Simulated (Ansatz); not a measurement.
Given:

GaAs:
```cif
data_AsGa
_chemical_formula_sum 'Ga1 As1'
_space_group_name_H-M_alt 'P 1'
_space_group_IT_number 1
_cell_length_a 2.64252
_cell_length_b 2.64252
_cell_length_c 5.35629
_cell_angle_alpha 90.000
_cell_angle_beta 90.000
_cell_angle_gamma 90.000
loop_
_space_group_symop_operation_xyz
  'x, y, z'
loop_
_atom_site_label
_atom_site_type_symbol
_atom_site_fract_x
_atom_site_fract_y
_atom_site_fract_z
_atom_site_occupancy
Ga1 Ga 0.00000 0.00000 0.50000 1
As1 As 0.00000 0.00000 0.00000 1
```

This is the LDA-relaxed structure.

**Question.** All from LDA (plane waves, PAW; program Ansatz), unless another level is named. Give the electronic character.

**Answer.** metallic (no gap).

**Question.** And the formation energy from the elements (no fitted shifts)?

**Answer.** 0.057 eV/atom.

**Question.** Give the density of states at the Fermi level.

**Answer.** 0.44 states/eV per atom (mean over ±0.08 eV).

Space group P4/mmm. The workflow started from a Materials Project entry (that database holds measured and hypothetical structures alike); the Crystallography Open Database copy checked does not list it. It is not the phase usual at ambient conditions (space group No. 216). The LDA relaxation kept the symmetry of its start; of distortions, only those at the zone centre were tested. The references are the lowest solids computed at this level, not always the standard phases. Spin–orbit coupling is left out wherever it is not named.

Potentials: the later of the program's two PAW sets.
